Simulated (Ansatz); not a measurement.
Values for one crystal, relaxed and computed with PBE (plane waves, PAW; program Ansatz); other levels are named.

- Volume per atom = 28.73 Å³
- Band gap = 0.41 eV (indirect)
- Conduction-band minimum = at L (3 equivalent valleys)
- Smallest direct gap on the standard path = 1.11 eV
- Formation energy from the elements (no fitted shifts) = -1359 meV/atom
- Valence-band maximum = at Γ

Q: Pick the material that matches.
(A) RuS2, Pa-3 (Ru on 4a, S on 8c)
(B) GaP, zinc blende
(C) HfO2, P2_1/c (Hf on 4e, O on 4e, O on 4e)
(D) ZrSe2, CdI2 type

A: D, ZrSe2, CdI2 type

Space group P-3m1 (CdI2 type). The cell was relaxed with PBE under the symmetry of its start. The run is not spin-polarised. A crystal of weakly bound layers computed without a dispersion correction: the cell and the soft elastic constants depend strongly on that. The references are the lowest solids computed at this level, not always the standard phases. Scalar-relativistic: spin–orbit coupling is off unless named, which matters more the heavier the elements.

Potentials: the earlier of the program's two PAW sets.
